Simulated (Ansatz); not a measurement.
LuNi₄Sn in space group F-43m (No. 216; Lu on 4a, Sn on 4c, Ni on 16e) under volume change, plane-wave PAW r²SCAN (Ansatz code), shape and atoms relaxed at each volume.

```tsv
V (Å³/atom)	E − E(relaxed) (meV/atom)	P (GPa)
12.604	[?]	[?]
13.019	[?]	[?]
13.435	6.5	5.17
13.850	0.0	-0.01
14.266	5.8	-4.37
14.681	22.1	-8.05
15.097	47.1	-11.14
```

**Question.** Some entries are withheld; supply them.

**Answer.** 
- 13.019, E − E(relaxed) (meV/atom): 27.7
- 13.019, P (GPa): 11.32
- 12.604, E − E(relaxed) (meV/atom): 66.2
- 12.604, P (GPa): 18.62

**Question.** What does a third-order Birch–Murnaghan fit give for V₀, B₀ and B′?

**Answer.** V₀ = 13.85 Å³/atom, B₀ = 158 GPa, B′ = 4.7.

The workflow started from an entry of the Crystallography Open Database (COD). Whether it is the stable phase at ambient conditions was not checked. The r²SCAN relaxation kept the symmetry of its start; whether a distortion lowers the energy is not shown. The workflow began spin-polarised and lost its moments. Scalar-relativistic: spin–orbit coupling is off unless named, which matters more the heavier the elements.

Potentials: the later of the program's two PAW sets.
